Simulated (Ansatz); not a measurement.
# 35Cl NMR of the central transition in Ba₆LiNb₂IrCl₂O₁₂

Cell: a Materials Project structure (computed, not necessarily an observed phase), atoms as given.

```
Ba Li Nb Ir Cl O
1.0
     6.00184    0.00000    0.00000
    -2.99626    5.23695    0.00000
    -0.00412   -1.30184   15.35158
Ba Li Nb Ir Cl O
6 1 2 1 2 12
Direct
  0.68946 0.37986 0.63323
  0.65223 0.30562 0.21797
  0.33161 0.66440 0.36320
  0.30348 0.60796 0.09400
  0.62151 0.24400 0.96552
  0.37124 0.74241 0.77693
  0.79457 0.58793 0.82647
  0.97635 0.95350 0.18405
  0.05029 0.10105 0.81610
  0.98041 0.96086 0.99875
  0.34241 0.68562 0.57355
  0.66358 0.32831 0.42518
  0.81027 0.09333 0.09328
  0.65455 0.79241 0.24227
  0.89700 0.29274 0.77323
  0.13050 0.78554 0.24203
  0.14622 0.28630 0.24697
  0.14475 0.85960 0.89484
  0.89937 0.80064 0.73015
  0.71539 0.86105 0.89479
  0.14895 0.29606 0.93653
  0.28251 0.08997 0.09323
  0.39492 0.29094 0.77291
  0.82134 0.64615 0.07981
```

Atoms are numbered from 1 in the order listed; like atoms form one site, named after its first atom.

Method: Kohn–Sham DFT in Ansatz, PBE, plane waves and PAW, scalar-relativistic, 420 eV cutoff, Γ-centred 5×5×2 k-points, Fermi–Dirac smearing 0.02 eV.

35Cl has I = 3/2 and Q = -81.12 mb (Pyykkö 2018); at 16.4 T its Larmor frequency is ν₀ = 68.5 MHz. Only the quadrupole interaction is simulated: positions count from each site's isotropic chemical shift, and J coupling is left out, as are shift anisotropy and dipolar coupling, which fast spinning averages.

Problem. What does the 35Cl spectrum (fast magic-angle spinning) show for each site?

Solution. 

| site | first shell | C_Q (MHz) | η | P_Q (MHz) | δ_QIS (ppm) | breadth (kHz) |
| --- | --- | --- | --- | --- | --- | --- |
| Cl11 | 5 Ba at 3.12–3.67 Å | -1.34 | 0.32 | 1.37 | -9.96 | 1.57 |
| Cl12 | 5 Ba at 3.18–3.65 Å | -1.48 | 0.87 | 1.66 | -14.7 | 2.25 |

δ_QIS = −(ν_Q²/30ν₀²)[I(I+1) − 3/4](1 + η²/3) × 10⁶ ppm with ν_Q = 3|C_Q|/[2I(2I−1)]; it falls as 1/B₀² in ppm, and the breadth as 1/B₀ in kHz.

The largest force is 0.5 eV/Å, so the atoms aren't at the calculated equilibrium and relaxing them would move these values. Without spin–orbit coupling (the program notes it for Ba) the gradients are little affected as a rule: paired runs on crystals with a gap mostly move them by under 2 % at such atoms.

Hardware: 2 threads of Intel Xeon Processor @ 2.50GHz (Skylake/Cascade Lake) (x86_64; 62 cores open to the job, memory cap 5.0 GiB, no GPU), a shared host with a load of 0.9 a core. Wall time 7.8 min, CPU time 8.3 min, peak memory 1.7 GiB.
